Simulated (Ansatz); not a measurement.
Computed properties of Re$_{3}$W

Re₃W:
```yaml
crystal:
  lattice:
    - [-1.95946, 1.95946, 3.92633]
    - [1.95946, -1.95946, 3.92633]
    - [1.95946, 1.95946, -3.92633]
  atoms:
    - { symbol: Re, position: [0.75000, 0.25000, 0.50000] }
    - { symbol: Re, position: [0.25000, 0.75000, 0.50000] }
    - { symbol: Re, position: [0.50000, 0.50000, 0.00000] }
    - { symbol: W, position: [0.00000, 0.00000, 0.00000] }
```

Space group I4/mmm (No. 139); conventional cell a = b = 3.919 Å, c = 7.853 Å, α = β = γ = 90.00°.

Method: plane-wave PAW r²SCAN (Ansatz code). The cell and atoms are relaxed at this level. Other levels are named where they apply.

Cell and energy:

```yaml
volume_per_atom: 15.08 Å³
density: 20.45 g/cm³
Formation energy from the elements (no fitted shifts): 14 kJ/mol of atoms
```

Electronic structure:

```yaml
electronic_character: metallic (no gap)
Density of states at the Fermi level: 0.72 states/eV per atom (mean over ±0.08 eV)
Gap with spin–orbit coupling: none (metallic)
```

Mechanics:

```yaml
Bulk modulus (Birch–Murnaghan fit): 363 GPa
Pressure derivative B′: 4.3
```

Phonons:

```yaml
highest_zone_centre_frequency: 216 cm⁻¹
zone_centre_stability: no imaginary mode at Γ
```

Charges:

```yaml
bader_charges: Re -0.21 to -0.19, W +0.62 e
```

The first step of the workflow began from a Materials Project structure, measured or hypothetical; the Crystallography Open Database copy checked does not list it. Its standing as an ambient phase is unchecked. The r²SCAN relaxation kept the symmetry of its start. The run is not spin-polarised. As this level gives no gap, phonon frequencies hold no LO–TO term and depend on the k-mesh and smearing (Fermi–Dirac, 0.1 eV here). Axis ratios of metals converge slowly with the k-mesh, so a and c are less sure than the volume. The references are the lowest solids computed at this level, not always the standard phases. Spin–orbit coupling is left out wherever it is not named.

Potentials: the later of the program's two PAW sets.
